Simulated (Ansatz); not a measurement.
SnSe2 (CdI2 type)

```
SnSe2
1.0
    3.84028     0.00000     0.00000
   -1.92014     3.32578     0.00000
    0.00000     0.00000     6.00569
Sn Se
1 2
Direct
  0.00000   0.00000   0.00000
  0.33333   0.66667   0.26533
  0.66667   0.33333   0.73467
```

The slice is a (-1 1 0 2) plane (indices of the conventional cell) through the point (0.333, 0.667, 0.265) (fractional), spanned by u = [110] and v = [1 -1 1] in vectors of this cell: u (3.84 Å) and v (8.96 Å, at 90° to u). It covers one period; positions are fractions (u, v).

Calculation: PBE-D3(BJ) (plane waves to 420 eV, PAW, scalar-relativistic; Ansatz, a quantum-chemistry and plane-wave program). k mesh 10×10×6. Inside the PAW spheres the values are not all-electron values, and peaks at nuclei hang on which shells count as valence. SnSe2 was relaxed with its symmetry unable to fall.

Q: Predict the map of the valence electron density on the slice.

A: 
```
|@@%%**++==--::::::--==++**%%|
|##**++==--::::..::::--==++**|
|++++====--::......::--====++|
|======--::::......::::--====|
|====----::..........::----==|
|====----::::......::::----==|
|++++==----::::::::::----==++|
|##**++==--::::::::::--==++**|
|%%##**++----::::::----++**##|
|%%##**++------::------++**##|
|####**==----::::::----==**##|
|**++====--::::::::::--====++|
|====----::::::::::::::----==|
|------::::::......::::::----|
|------::::..........::::----|
|====----::..........::----==|
|======--::::......::::--====|
|++++====--::......::--====++|
|****++==--::......::--==++**|
|****++==--::......::--==++**|
|++++====--::......::--====++|
|======--::..........::--====|
|------::::..      ..::::----|
|::::::::..          ..::::::|
|::::....              ....::|
|::::....              ....::|
|::::::::..          ..::::::|
|==------::..      ..::------|
|++====----::......::----====|
|##**++==--::::..::::--==++**|
|@@%%**++==--::::::--==++**%%|
|@@@@##++==--::::::--==++##@@|
```
Scale: ten equal steps from -1.92 (start of ' ') to 1.66 (end of '@'), in the order ' .:-=+*#%@'. Values: log₁₀ of the valence density in e/Å³. The map has 14 points along u (two characters each, u = 0 at the left) and 32 along v (v = 0 in the bottom row). The scale is logarithmic, as a density can span decades between atoms and voids.
